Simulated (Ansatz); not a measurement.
# Fields on a plane of Sr (fcc, Cu type)

```xyz
1
Lattice="0.0000 3.0145 3.0145 3.0145 0.0000 3.0145 3.0145 3.0145 0.0000" Properties=species:S:1:pos:R:3 pbc="T T T"
Sr     0.0000     0.0000     0.0000
```

The slice is a {111} plane (indices of the conventional cell) through the point (0.000, 0.000, 0.000) (fractional), spanned by u = [100] and v = [-1 2 0] in vectors of this cell: u (4.26 Å) and v (7.38 Å, at 90° to u). It covers one period; positions are fractions (u, v).

Atoms on it: Sr at (0.00, 0.00); Sr at (0.50, 0.50).

Method: PBE (plane waves to 420 eV, PAW, scalar-relativistic; Ansatz, a quantum-chemistry and plane-wave program). k mesh 13×13×13. Inside the PAW spheres the values are not all-electron values, and peaks at nuclei hang on which shells count as valence. Sr was relaxed with its symmetry unable to fall.

| v \ u | 0.00 | 0.12 | 0.25 | 0.38 | 0.50 | 0.62 | 0.75 | 0.88 |
|---|---|---|---|---|---|---|---|---|
| 0.96 | 0.3 | 0.4 | -0.5 | -1.3 | -1.4 | -1.3 | -0.5 | 0.4 |
| 0.86 | -0.4 | -0.6 | -1.2 | -1.4 | -1.4 | -1.4 | -1.2 | -0.6 |
| 0.75 | -1.4 | -1.4 | -1.4 | -1.4 | -1.4 | -1.4 | -1.4 | -1.4 |
| 0.64 | -1.4 | -1.4 | -1.2 | -0.6 | -0.4 | -0.6 | -1.2 | -1.4 |
| 0.54 | -1.4 | -1.3 | -0.5 | 0.4 | 0.3 | 0.4 | -0.5 | -1.3 |
| 0.43 | -1.4 | -1.3 | -0.7 | 0.2 | 0.4 | 0.2 | -0.7 | -1.3 |
| 0.32 | -1.4 | -1.4 | -1.3 | -1.1 | -0.9 | -1.1 | -1.3 | -1.4 |
| 0.21 | -1.2 | -1.3 | -1.4 | -1.4 | -1.4 | -1.4 | -1.4 | -1.3 |
| 0.11 | 0.1 | -0.2 | -0.9 | -1.3 | -1.4 | -1.3 | -0.9 | -0.2 |
| 0.00 | 0.0 | 0.4 | -0.4 | -1.3 | -1.4 | -1.3 | -0.4 | 0.4 |

Values: log₁₀ of the valence density in e/Å³. The scale is logarithmic, as a density can span decades between atoms and voids.

```
|xxxx026888620xxx|
|xxxx037898730xxx|
|xxx01579997510xx|
|0001478999874100|
|1235789999987532|
|6667889999988766|
|8888888888888888|
|9998876666678899|
|9998753212357899|
|9987410000014789|
|997510xxxxx01579|
|98730xxxxxxx0378|
|88620xxxxxxx0268|
|88610xxxxxxx0168|
|88620xxxxxxx0268|
|98730xxxxxxx0378|
|997510xxxxx01579|
|9987410000014789|
|9998753212357899|
|9998876666678899|
|8888888888888888|
|6667889999988766|
|1235789999987532|
|0001478999874100|
|xxx01579997510xx|
|xxxx037898730xxx|
|xxxx026888620xxx|
|xxxx016888610xxx|
```
Scale: ten equal steps from -2.00 (start of '0') to 6.10 (end of '9'), in the order '0123456789'. Values: electrostatic potential energy of an electron, from the cell's mean, in eV. The map has 16 points along u (one character each, u = 0 at the left) and 28 along v (v = 0 in the bottom row). Points within 1 Å of a nucleus are blanked (x), as the pseudised field means little there. Values under -2 eV are set to -2. The zero, the cell's mean, hangs on the PAW cores.

| Property | Value |
|---|---|
| Density on the Sr–Sr line (4.26 Å) at its midpoint | 0.04 e/Å³ |
| ELF at that point | 0.28 |
